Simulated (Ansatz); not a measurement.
## Al3GaAs4: stable or not

It was reached by relaxing an invented guess, and it needn't be the stable form of this composition.

Level of theory: Ansatz 0.2.0, DFT PBE, scalar-relativistic, plane waves, PAW. Settings of the last relaxation (8-atom cell): 420 eV, 8×8×4 k points, Gaussian smearing of 0.02 eV, no spin polarisation.

```
CELL_PARAMETERS angstrom
4.05548 0.00000 0.00000
0.00000 4.05548 0.00000
0.00000 0.00000 11.45583
ATOMIC_POSITIONS crystal
Al 0.00000 0.00000 0.74976
Al 0.00000 0.00000 0.25024
Al 0.50000 0.50000 0.50000
Ga 0.50000 0.50000 0.00000
As 0.50000 0.00000 0.87413
As 0.00000 0.50000 0.12587
As 0.50000 0.00000 0.37511
As 0.00000 0.50000 0.62489
```

Formation energies are uncorrected and refer to the elements' standard structures at the same level.

**Question.** These tests were run: energy against the elements; phonons on a 2×2×1 q mesh; elastic tensor. What do they show?

**Answer.**

| test | result |
| --- | --- |
| energy against the elements | −0.452 eV/atom |
| phonons on a 2×2×1 q mesh | no imaginary mode on the mesh, but the interpolation dips to 17i cm⁻¹ between its points |
| elastic tensor | least eigenvalue 28 GPa |

It fails none of these tests outright. Whether a mixture of other phases lies lower isn't tested here. Undecided within the accuracy: phonons on a 2×2×1 q mesh.

The reference form of As is held partly by dispersion forces, which this level lacks. The run for the phonons used an 8×8×4 k mesh. The run for the elastic tensor used an 8×8×4 k mesh.
